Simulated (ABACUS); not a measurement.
A self-consistent single point of YSi₂ (C2/c, 6 atoms in the cell; from Materials Project mp-12769, changed as shown).

```xyz
6
Lattice="2.7508 -2.7496 0.0000 2.7508 2.7496 0.0000 -2.6492 0.0000 7.1679" Properties=species:S:1:pos:R:3 pbc="T T T"
Y      0.7639    -0.6904     5.3759
Y      2.0885     0.6904     1.7920
Si     0.7451     2.0579     4.1941
Si     2.1073    -2.0579     2.9737
Si     0.7826     2.0579     6.5577
Si     2.0698    -2.0579     0.6102
```

Computed with LDA (PW92), numerical atomic orbitals DZP (confined pseudo-atomic orbitals with Gaussian additions; energy shift 0.01 Ry), PseudoDojo 0.4 standard norm-conserving LDA (tails mended) pseudopotentials (ABACUS 3.10.1).

ABACUS settings:

basis: DZP numerical atomic orbitals, energy shift 0.01 Ry
KPT: Gamma 12 12 4 0 0 0
basis_type: lcao
dft_functional: PWLDA
ecutwfc: 100 Ry
smearing_method: fd
smearing_sigma: 0.00734986 Ry
potentials: PseudoDojo 0.4 standard norm-conserving LDA (tails mended)
symmetry: 1
symmetry_prec: 1e-05
ks_solver: scalapack_gvx
scf_nmax: 100
scf_thr: 1.0e-07
mixing_type: pulay

Results:

- Number of valence electrons: 38
- Number of bands: 29
- Number of k-points after the program's reduction: 164
- Size of the basis: 104
- Number of SCF iterations: 9
- Free energy E − TS: -2690.8392 eV
- Fermi level (on the code's own zero): 11.61 eV
- Pressure: 0.89 GPa
- Largest force (vector length): 0.184 eV/Å

Forces (eV/Å):
| atom | Fx | Fy | Fz |
|---|---|---|---|
| Y1 | 0.000 | 0.045 | 0.000 |
| Y2 | 0.000 | -0.045 | 0.000 |
| Si3 | -0.020 | -0.015 | 0.183 |
| Si4 | 0.020 | 0.015 | -0.183 |
| Si5 | 0.020 | -0.015 | -0.183 |
| Si6 | -0.020 | 0.015 | 0.183 |

Stress (GPa, positive for compression):
```
 0.88   0.00  -0.44
 0.00   0.98   0.00
-0.44   0.00   0.80
```

For comparison: a first run was changed to give this one (lattice scaled by 0.98), and from it to this one the free energy drops by 13.9 meV/atom, the pressure goes from -4.52 to 0.89 GPa and the largest force goes from 0.158 to 0.184 eV/Å.

The atom-centred basis is finite, which shifts total energies, pressures and forces against plane waves. The structure comes from a collection of computed structures, made at another level of theory; the collection holds predicted forms beside known ones.

Cost on one core: roughly 30 core-seconds.

The atomic orbitals were generated for these runs; they are not ABACUS's published sets and were checked against plane waves on a few crystals only.

“Tails mended”: in these copies of the files the far tail of each local potential was reset to the Coulomb form.
